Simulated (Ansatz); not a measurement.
Stationary points along a deformation path in TiB$_{2}$

Computed with Ansatz, DFT PBE, scalar-relativistic, plane waves, PAW. The runs took a 420 eV cutoff, a Γ-centred 18×18×16 mesh and Gaussian smearing (0.15 eV). No spin polarisation. Energies are free energies at this smearing, counted from the undisturbed cell; pressure is positive in compression.

The undisturbed cell (relaxed at this level; it needn't be the usual structure):

```xyz
3
Lattice="3.0318 0.0000 0.0000 -1.5159 2.6256 0.0000 0.0000 0.0000 3.2242" Properties=species:S:1:pos:R:3 pbc="T T T"
Ti    0.0000    0.0000    0.0000
B     0.0000    1.7504    1.6121
B     1.5159    0.8752    1.6121
```

At fixed volume and fractional coordinates, lengths along (0.000, 0.000, 1.000) are scaled against those across it; ρ is that ratio over its starting value. V = 8.555 Å³/atom. Δσ is the stress along the axis less the mean stress across it (compression positive).

```
    ρ  ΔE (meV/atom)  Δσ (GPa) space group
0.800          336.2     79.56       P6/mmm
0.850          182.8     61.92       P6/mmm
0.920           48.9     32.66       P6/mmm
0.960           11.8     16.22       P6/mmm
1.000            0.0     -0.06       P6/mmm
1.050           17.5    -20.24       P6/mmm
1.100           67.4    -39.95       P6/mmm
1.200          247.2    -75.62       P6/mmm
1.300          506.9   -106.88       P6/mmm
```

Question: How does the stress give the slope of the energy, and where is the energy stationary?

Answer: Along the path d ln(length) is 2/3 d ln ρ on the axis and −1/3 d ln ρ across it, so dE/d ln ρ = −(2/3) V Δσ: the energy falls with ρ where Δσ is positive. Δσ vanishes or changes sign between ρ = 0.960 and 1.000, a minimum (near 1.00 by linear interpolation). Pairs of stationary points between two samples would go unseen, and could change a minimum read from distant neighbours into a maximum.

Question: Integrate that slope from ρ = 1 to 0.850 by the trapezoid rule.

Answer: With V/N in Å³ and 1 eV/Å³ = 160.2 GPa the slopes at ρ = 1.000, 0.960, 0.920, 0.850 are 2, -577, -1163, -2204 meV/atom per unit of ln ρ. The steps add 11.7 + 37.0 + 133.2 = 182.0 meV/atom, against 182.8 from the energies; the trapezoid rule misses the curvature of the slope within each step.

In a metal these slopes depend on the k mesh and the smearing.

Cost: 9 runs of about 1.8 core-minutes in all, on Arm Neoverse N1 (shared hosts).